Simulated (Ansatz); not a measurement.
Mn5Ge3 in space group P6_3/mcm (No. 193; Mn on 6g, Mn on 4d, Ge on 6g) at seven volumes, the program Ansatz at the PBEsol level (PAW), shape and atoms relaxed at each. One row is withheld.

```
V (Å³/atom)  P (GPa)
-----------  -------
11.812         16.07
12.201         10.10
12.591             ?
12.980          0.01
13.370         -3.95
13.759         -7.19
14.148        -10.00
```

Fit the shown pressures and predict the withheld one.

P = (3/2)B₀(x^(7/2) − x^(5/2))[1 + (3/4)(B′ − 4)(x − 1)] with x = (V₀/V)^(2/3). Least squares on the six rows gives V₀ = 12.985 Å³/atom, B₀ = 140 GPa, B′ = 4.17. At V = 12.591, x = 1.0208 and P = 4.60 GPa. The run itself gave 4.74 GPa.

The workflow started from a Materials Project entry (that database holds measured and hypothetical structures alike); the Crystallography Open Database copy checked does not list it. Whether it is the stable phase at ambient conditions was not checked. The PBEsol relaxation kept the symmetry of its start; its stability against distortions is not shown here. The final state is ferromagnetic, the only order run, not a proven ground state.

Potentials: the later of the program's two PAW sets.
